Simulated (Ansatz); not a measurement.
CaAu$_{3}$ under strains and displacements

These are results of DFT PBEsol, scalar-relativistic, plane waves, PAW (Ansatz), not measurements.

Plane waves to 420 eV, a k mesh through Γ of 10×10×10 on the computed 4-atom cell and Gaussian smearing (0.10 eV); no spin polarisation.

Reference cell:

```yaml
crystal:
  lattice:
    - [0.00000, 3.43183, 3.43183]
    - [3.43183, 0.00000, 3.43183]
    - [3.43183, 3.43183, 0.00000]
  atoms:
    - { symbol: Ca, position: [0.00000, 0.00000, 0.00000] }
    - { symbol: Au, position: [0.25000, 0.25000, 0.25000] }
    - { symbol: Au, position: [0.75000, 0.75000, 0.75000] }
    - { symbol: Au, position: [0.50000, 0.50000, 0.50000] }
```

Each variant moves atoms of this cell by the vectors given, if any (Å), and then applies a symmetric strain (tensor components, Cartesian axes). The reference cell isn't relaxed at this level. Energies are per atom at zero smearing, counted from the lowest variant. Pressure is positive in compression.

1. strain (xx yy zz yz xz xy, %) 0.01 0.01 0.01 0.00 0.00 0.00
2. strain (xx yy zz yz xz xy, %) -0.74 -0.74 -0.74 0.00 0.00 0.00
3. strain (xx yy zz yz xz xy, %) -2.33 -2.33 -2.33 0.00 0.00 0.00
4. strain (xx yy zz yz xz xy, %) 0.31 6.31 0.31 0.00 0.00 0.00
5. strain (xx yy zz yz xz xy, %) 1.22 1.22 1.22 0.00 0.00 0.00
6. strain (xx yy zz yz xz xy, %) 1.59 1.59 1.59 0.00 0.00 0.00

```csv
variant,ΔE (meV/atom),P (GPa),largest force (eV/Å),gap on mesh (eV),space group
1,8.4,-3.86,0.00,0,Fm-3m
2,?,?,?,?,?
3,1.1,2.68,0.00,0,Fm-3m
4,?,?,?,?,?
5,32.2,-6.30,0.00,0,Fm-3m
6,41.8,-6.94,0.00,0,Fm-3m
```

Question: Give the withheld rows.

Answer:
| variant | ΔE (meV/atom) | P (GPa) | largest force (eV/Å) | gap on mesh (eV) | space group |
| --- | --- | --- | --- | --- | --- |
| 2 | 0.0 | -2.05 | 0.00 | 0 | Fm-3m |
| 4 | 61.5 | -8.04 | 0.00 | 0 | I4/mmm |

Spin-orbit coupling is left out, which matters for the bands of heavy elements.